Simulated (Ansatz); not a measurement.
This Ta₂Ru structure is the end of a relaxation. The cell was found from a structure generator's guess, not taken from experiment.

These are results of Ansatz 0.2.0, DFT PBE, scalar-relativistic, plane waves, PAW, not measurements. Cutoff 420 eV, Γ-centred mesh, Gaussian smearing, no spin polarisation.

```
CELL_PARAMETERS angstrom
2.85240 0.00000 0.00000
0.99472 5.38447 0.00000
0.97198 1.35620 6.54161
ATOMIC_POSITIONS crystal
Ta 0.58335 0.58316 0.67143
Ta 0.07669 0.07839 0.68498
Ta 0.41665 0.41684 0.32857
Ta 0.92331 0.92161 0.31502
Ru 0.28992 0.26338 0.00080
Ru 0.71008 0.73662 0.99920
```

Energies over the elements count from the elements' standard structures at the same level, with no fitted energy shifts.

Problem. What space group does it have?

Solution. P-1 (No. 2), with Ta and Ru ordered on bcc sites. Conventional cell: a = 2.852 Å, b = 5.476 Å, c = 6.751 Å, α = 77.1°, β = 81.7°, γ = 79.5°. Around Ta on its first site lie 2 Ru at 2.63–2.64 Å, 6 Ta at 2.80–2.85 Å, 2 Ru at 3.21–3.22 Å and 4 Ta at 3.23–3.32 Å; Ta on its second site has 2 Ru at 2.72–2.74 Å, 6 Ta at 2.85–2.93 Å, 2 Ru at 3.06 Å and 4 Ta at 3.29–3.36 Å; Ru is surrounded by 4 Ta at 2.63–2.74 Å, 5 Ru at 2.81–3.04 Å and 4 Ta at 3.06–3.22 Å.

Problem. How far does it lie from the elements in energy?

Solution. −0.13 eV/atom. It lies below the elements, which doesn't yet make it stable against other compounds or structures.

Problem. Is it a metal?

Solution. Yes, bands cross the Fermi level on the 14×8×6 mesh.

The last run used a 14×8×6 mesh (in the run's order of axes) for its 6-atom cell and Gaussian smearing of 0.10 eV. These runs have no spin–orbit coupling, which can matter for Ta. This cell was reached by moving the atoms of another relaxed cell at random and relaxing again, last within the group found; it had no such test of its own.
